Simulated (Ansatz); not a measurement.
Space group Fd-3m:1 (No. 227). a = 7.545 Å, b = 7.545 Å, c = 7.545 Å, α = 90.00°, β = 90.00°, γ = 90.00°
| atom | site | symmetry | x | y | z |
| --- | --- | --- | --- | --- | --- |
| Hf | 8a | -43m | 0.5000 | 0.0000 | 0.5000 |
| Mo | 16d | .-3m | 0.1250 | 0.6250 | 0.1250 |

Equation of state of this HfMo2 structure (not necessarily the ground state), with shape and atoms relaxed at each volume where symmetry leaves them free. It has no gap at any of these volumes. All numbers below come from DFT r2SCAN, scalar-relativistic, plane waves, PAW in Ansatz 0.2.0.

Settings: cutoff 500 eV, Γ-centred mesh 8×8×8 on the computed 6-atom cell, Gaussian smearing of 0.10 eV; no spin polarisation.

```csv
V (Å³/atom),E − E(largest V) (meV/atom),P (GPa)
15.752,105.31,33.90
16.289,9.74,23.44
16.826,-53.28,14.44
17.363,-88.29,6.68
17.900,-99.09,-0.01
18.437,-88.98,-5.77
18.974,-60.91,-10.72
19.690,0.00,-16.25
```

Q: Fit a third-order Birch–Murnaghan equation to E(V).

A: V0 = 17.90 Å³/atom, B0 = 207 GPa, B0' = 3.9.

Spin-orbit coupling is left out, which matters for the bands of heavy elements.